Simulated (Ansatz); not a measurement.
Relaxed-ion elastic tensor of BN (wurtzite, space group No. 186) in GPa (Voigt order), DFT-PBEsol in the program Ansatz with PAW potentials; density 3.51 g/cm³, 5.87 Å³ per atom.

```
 948   139  61.2   0.0   0.0   0.0
 139   948  61.2   0.0   0.0   0.0
61.2  61.2  1040   0.0   0.0   0.0
 0.0   0.0   0.0   333   0.0   0.0
 0.0   0.0   0.0   0.0   333   0.0
 0.0   0.0   0.0   0.0   0.0   405
```

Problem. Is the crystal mechanically stable?

Solution. Yes: the smallest eigenvalue of C is 333 GPa.

Problem. Work out the Voigt, Reuss and Hill averages.

Solution. K_V = 385, K_R = 385, K_H = 385; G_V = 393, G_R = 385, G_H = 389 GPa.

Problem. Give Young's modulus, Poisson's ratio, Pugh's ratio and the universal anisotropy index.

Solution. E = 9KG/(3K + G) = 872 GPa; ν = 0.12; K/G = 0.99 (brittle by the Pugh limit of 1.75); A_U = 5G_V/G_R + K_V/K_R − 6 = 0.10.

Problem. Estimate the sound speeds and the Debye temperature.

Solution. v_l = √((K + 4G/3)/ρ) = 16000 m/s, v_t = √(G/ρ) = 10500 m/s, mean 11500 m/s; Θ = (h/k)(3n/4πV)^(1/3) v_m = 1900 K.

Problem. Solve the Christoffel equation for the three sound speeds along x, y, z.

Solution. Eigenvalues of C_ijkl n_j n_l equal ρv² (piezoelectric stiffening left out). In km/s, slowest first: x 9.74, 10.74, 16.44; y 9.74, 10.74, 16.44; z 9.74, 9.74, 17.26.

Problem. How much does each axis shrink under pressure?

Solution. Linear compressibilities β_i = Σ_j S_ij (j = 1 to 3): x 0.87, y 0.87, z 0.86 per TPa.

Space group P6_3mc (wurtzite). The cell was relaxed with PBEsol under the symmetry of its start.

Potentials: the earlier of the program's two PAW sets. The files were generated under PBE; for other functionals the program regenerates the frozen cores, and for LDA and PBEsol the local potential too.
